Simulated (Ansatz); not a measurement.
Electric field gradients in HfB$_{3}$

All numbers below come from DFT PBE, scalar-relativistic, plane waves, PAW (Ansatz). Cutoff 420 eV, 12×12×12 k-points (Γ-centred), Fermi-Dirac smearing of 0.15 eV. No spin polarisation.

Equilibrium structure at this level:
```
Hf B
1.0
     3.39202    0.00000    0.00000
     0.00000    3.39202    0.00000
     0.00000    0.00000    3.39202
Hf B
1 3
Direct
  0.00000 0.00000 0.00000
  0.50000 0.50000 0.00000
  0.50000 0.00000 0.50000
  0.00000 0.50000 0.50000
```

The cell was built by swapping an element in a database structure (itself possibly hypothetical) and relaxing; it need not be the stable form of this composition. In a metal these results depend on the k mesh and the smearing. Spin–orbit coupling is left out, which matters for gradients at heavy nuclei.

**Question.** Give V_zz (10²¹ V/m²) and the asymmetry η at each distinct site.

**Answer.**
| atom | V_zz | η |
| --- | --- | --- |
| Hf (atom 1) | 0.000 | zero by symmetry |
| B (atom 2) | 1.37 | 0.00 |